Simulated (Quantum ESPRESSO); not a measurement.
F is taken in the monoclinic space group C2/c (No. 15), Pearson symbol mS8. Lattice parameters: a = 5.113 Å, b = 3.168 Å, c = 6.622 Å, α = 90.00°, β = 94.87°, γ = 90.00°. F on 8f is coordinated by 1 F at 1.414 Å. (Neighbours: up to the widest gap in distance over summed covalent radii, below 1.35, at either atom.)
(The calculation used a cell of 4 atoms; values per cell refer to that cell.)

The geometry is that of Materials Project entry mp-561203, symmetrised and not relaxed again.

### Question
What does LDA (pw.x of Quantum ESPRESSO, ONCV potentials, without SOC) give for the electronic structure near the Fermi level?

### Answer
The LDA gap is direct, 2.35 eV at Γ. 

The distance between layers or molecules is the database entry's, not relaxed here. Functionals without dispersion can leave it too large, which widens gaps and weakens the response across layers: the numbers belong to this cell.
